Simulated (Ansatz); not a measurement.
**InSe$_{2}$: two-dimensional strain map**

These are results of DFT PBEsol, scalar-relativistic, plane waves, PAW in Ansatz 0.2.0, not measurements. The runs took a 420 eV cutoff, a Γ-centred 12×12×6 mesh and Gaussian smearing (0.15 eV). No spin polarisation. Energies are free energies at this smearing, counted from the undisturbed cell; pressure is positive in compression.

The undisturbed cell (relaxed at this level; with this scan's settings it stands at -0.1 GPa; it needn't be the usual structure):

```yaml
crystal:
  lattice:
    - [3.83279, 0.00000, 0.00000]
    - [0.00000, 3.83279, 0.00000]
    - [0.00000, 0.00000, 9.34051]
  atoms:
    - { symbol: In, position: [0.00000, 0.50000, 0.70511] }
    - { symbol: In, position: [0.50000, 0.00000, 0.29489] }
    - { symbol: Se, position: [0.00000, 0.50000, 0.36699] }
    - { symbol: Se, position: [0.50000, 0.00000, 0.63301] }
    - { symbol: Se, position: [0.00000, 0.00000, 0.00000] }
    - { symbol: Se, position: [0.50000, 0.50000, 0.00000] }
```

The cell is strained by p along both x and y and by q along z, fractional coordinates fixed. Points are written (p, q).

Energy above the undisturbed cell in meV/atom (a dash: not computed):

```
 p \ q  -0.080  -0.040  0.000  0.040  0.080
-0.080   376.1   308.9  271.7  255.9  254.8
-0.040   126.5       –   57.0      –      –
 0.000    37.9       –    0.0      –   22.2
 0.080   128.7       –  158.7      –  211.7
```

Pressure in GPa:

```csv
p \ q,-0.080,-0.040,0.000,0.040,0.080
-0.080,30.3,25.5,21.8,19.0,16.8
-0.040,14.5,–,8.4,–,–
0.000,4.3,–,-0.1,–,-2.2
0.080,-6.1,–,-8.3,–,-9.0
```

Cost: 13 runs of about 5.5 core-minutes in all, on Intel Xeon 6975P-C (Granite Rapids) (shared hosts).